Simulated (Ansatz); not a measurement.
## B: computed property card

B:
```cif
data_B8
_chemical_formula_sum 'B8'
_space_group_name_H-M_alt 'Fd-3m :1'
_space_group_IT_number 227
_space_group_name_Hall 'F 4d 2 3 -1d'
_cell_length_a 4.03147
_cell_length_b 4.03147
_cell_length_c 4.03147
_cell_angle_alpha 90.000
_cell_angle_beta 90.000
_cell_angle_gamma 90.000
loop_
_atom_site_label
_atom_site_type_symbol
_atom_site_symmetry_multiplicity
_atom_site_Wyckoff_symbol
_atom_site_fract_x
_atom_site_fract_y
_atom_site_fract_z
_atom_site_occupancy
B1 B 8 b 0.50000 0.50000 0.50000 1
```
(The calculation used a cell of 2 atoms; values per cell refer to that cell.)

Space group Fd-3m (No. 227), diamond; conventional cell a = 4.0315 Å, b = 4.0315 Å, c = 4.0315 Å, α = 90.00°, β = 90.00°, γ = 90.00°.

Method: plane-wave PAW PBEsol (Ansatz code). Structure relaxed to zero pressure with the same functional. Other levels are named where they apply.

**Cell and energy**

```
Property             Result
---------------  ----------
Volume per atom     8.19 Å³
Density          2.19 g/cm³
```

**Electronic structure**

```
Item                                                                         Value
------------------------------------  --------------------------------------------
Electronic character                                             metallic (no gap)
Density of states at the Fermi level  0.43 states/eV per atom (mean over ±0.08 eV)
```

**Mechanics**

```
Property                                                               Result
-------------------------------------  --------------------------------------
Bulk modulus (Birch–Murnaghan fit)                                    183 GPa
Pressure derivative B′                                                    3.5
Elastic constants (relaxed ions, GPa)       C11 = 113, C12 = 218, C44 = -72.9
Mechanical stability                   unstable (C has a negative eigenvalue)
```

**Phonons**

```
Item                                            Value
-----------------------------  ----------------------
Highest zone-centre frequency                574 cm⁻¹
Zone-centre stability          no imaginary mode at Γ
```

The start of the workflow was typed in or built on a structure type; neither database checked (COD, Materials Project) lists it. It is not the phase usual at ambient conditions (space group No. 166). Symmetry was held in the PBEsol relaxation. As this level gives no gap, shear constants depend on the k-mesh and smearing (Fermi–Dirac, 0.1 eV here). As this level gives no gap, phonon frequencies hold no LO–TO term and depend on the k-mesh and smearing (Fermi–Dirac, 0.1 eV here).

Potentials: the earlier of the program's two PAW sets. The files were generated under PBE; for other functionals the program regenerates the frozen cores, and for LDA and PBEsol the local potential too.
